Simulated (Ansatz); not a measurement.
## Structures of Sc2I: which is lowest?

Plane-wave DFT in Ansatz with scalar-relativistic PAW potentials, cutoff 420 eV, Γ-centred meshes chosen by cell and gap, Gaussian smearing with energies taken to zero width. Every cell was relaxed (cell and atoms) in a run of its own, within the symmetry of its start. Functional: PBE.

Relaxed structures (starts from databases or built by putting these elements on another compound's sites):
A. Fd-3m, 6 atoms in the computed cell, a = 8.829 Å; sites (symmetry × multiplicity) Sc .-3m × 16, I -43m × 8; start: built
B. I4/mmm, 6 atoms in the computed cell, a = 4.983 Å, c = 6.442 Å; sites (symmetry × multiplicity) Sc -4m2 × 4, I 4/mmm × 2; start: built

Question: Rank them by energy. Could pressure change the order?

Answer:
| structure | group | E − E(lowest) (meV/atom) | V (Å³/atom) | gap on mesh (eV) |
| --- | --- | --- | --- | --- |
| B | I4/mmm | 0.0 | 26.67 | 0.00 |
| A | Fd-3m | 29.3 | 28.68 | 0.00 |

B is lowest, 29 meV/atom under A. The lowest is also the densest of these, so pressure wouldn't bring one of the others in at first order. Other structures may lie lower than all of these, and vibrations aren't counted.

Spin-orbit coupling is left out, which matters for the bands of heavy elements.